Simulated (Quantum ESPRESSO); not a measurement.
# Kohn-Sham bands of KF (rock salt)

```
KF
1.0
    0.00000     2.65442     2.65442
    2.65442     0.00000     2.65442
    2.65442     2.65442     0.00000
K F
1 1
Direct
  0.00000   0.00000   0.00000
  0.50000   0.50000   0.50000
```

Materials Project entry mp-463; symmetrised, unrelaxed at this level. COD (Crystallography Open Database) has an entry of this formula and space group (matched by these alone). Computed values, not measurements, from LDA: Quantum ESPRESSO (norm-conserving PseudoDojo potentials, cutoff 68 Ry, no spin polarisation, no spin-orbit coupling) on a Γ-centred 10×10×10 mesh, then Wannier90. Density: 10×10×10 mesh, cold smearing 0.01 Ry.

Q: List the Kohn-Sham levels between −8 and 8.9 eV relative to the valence-band maximum at the high-symmetry points, as a band run of pw.x on that density gives them (levels within 2 meV counted together).

A: 
```tsv
point	k (reciprocal lattice)	levels (eV)
Γ	0.000 0.000 0.000	0.00 (×3), 5.92
X	0.500 0.000 0.500	-0.20, -0.05 (×2), 7.96
U	0.625 0.250 0.625	-0.36, -0.20, -0.18, 8.74
K	0.375 0.375 0.750	-0.36, -0.20, -0.18, 8.74
L	0.500 0.500 0.500	-0.86, -0.38 (×2), 8.89
W	0.500 0.250 0.750	-0.44, -0.16 (×2)
```
